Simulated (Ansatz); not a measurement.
A scan (energy over volume and axial ratio; atoms clamped) gave these values. Method: PBE (plane waves to 420 eV, PAW, scalar-relativistic; Ansatz, a program for electronic structure).

* **Shear modulus C′ = (C11 − C12)/2 (fit, atoms clamped)**: 13.2 GPa

Question: Of these crystals, all scanned alike, which one is it?
(A) RbCl (rock salt)
(B) NbN (rock salt)
(C) InP (zinc blende)
(D) BP (zinc blende)

Answer: A, RbCl (rock salt). The others have, for the shear modulus C′ = (C11 − C12)/2: NbN 259 GPa, InP 21 GPa, BP 133 GPa

All were relaxed with their symmetry unable to fall. NbN is run without spin polarisation. This is a high-temperature form of NbN.

(Under strain, the slope of the energy per volume gives the stress and its curvature an elastic modulus.)
